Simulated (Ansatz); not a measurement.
Total density of states per atom from r²SCAN in the plane-wave PAW code Ansatz, in 0.25 eV bins, energy from the valence-band maximum:

(E (eV), states/eV/atom): (-7.88, 0.31); (-7.63, 0.40); (-7.38, 0.32); (-7.13, 0.21); (-6.88, 0.16); (-6.63, 0.24); (-6.38, 0.38); (-6.13, 0.59); (-5.88, 0.64); (-5.63, 0.50); (-5.38, 0.48); (-5.13, 0.49); (-4.88, 0.77); (-4.63, 0.89); (-4.38, 0.59); (-4.13, 0.69); (-3.88, 0.77); (-3.63, 0.68); (-3.38, 0.63); (-3.13, 0.83); (-2.88, 0.92); (-2.63, 0.90); (-2.38, 0.68); (-2.13, 0.19); (-1.88, 0.13); (-1.63, 0.59); (-1.38, 0.89); (-1.13, 0.21); (-0.88, 0.48); (-0.63, 1.12); (-0.38, 0.77); (-0.13, 0.42); (0.12, 0.00); (0.37, 0.00); (0.62, 0.00); (0.87, 0.00); (1.12, 0.00); (1.37, 0.00); (1.62, 0.00); (1.87, 0.01); (2.12, 0.01); (2.37, 0.02); (2.62, 0.08); (2.87, 0.26); (3.12, 0.25); (3.37, 0.59); (3.62, 0.09); (3.87, 0.05); (4.12, 0.07); (4.37, 0.08); (4.62, 0.12); (4.87, 0.20); (5.12, 0.24); (5.37, 0.22); (5.62, 0.11); (5.87, 0.11); (6.12, 0.26); (6.37, 0.25)

Q: Which compound is it?
A) Cr3NiP4, Pm (Pearson symbol mP8)
B) Ga2NiO4, Imma (Pearson symbol oI28)
C) ZrGa5Co, P4/mmm (Zr on 1a, Ga on 4i, Ga on 1c, Co on 1b)
D) SiO2, rutile

A: B, Ga2NiO4, Imma (Pearson symbol oI28). Top 1 eV of the valence band: Ni 3d 71 %, O 2p 26 %. Bottom 1 eV of the conduction band: Ga 4s 39 %, O 2s 26 %, O 2p 11 %, Ni 3d 10 %, Ga 4p 7 %, Ni 4s 7 %. Projections are on Löwdin-orthogonalised atomic valence shells; empty p or d shells of many metals are not among them.

The workflow started from a Materials Project entry (that database holds measured and hypothetical structures alike); the Crystallography Open Database copy checked does not list it. With Ga and Ni taken as one species the cell has the higher symmetry Fd-3m, so it may be an ordered model of a mixed-site phase. Its standing as an ambient phase is unchecked. The r²SCAN relaxation kept the symmetry of its start; its stability against distortions is not shown here. Spin order of the final state: ferromagnetic, chosen from 2 collinear starts compared on coarse meshes (ties went to the first, and starts can fall back to one state), not a proven ground state. Other orbital occupations within this spin state were not tried. No Hubbard U is applied. Scalar-relativistic: spin–orbit coupling is off unless named, which matters more the heavier the elements.

Potentials: the later of the program's two PAW sets.
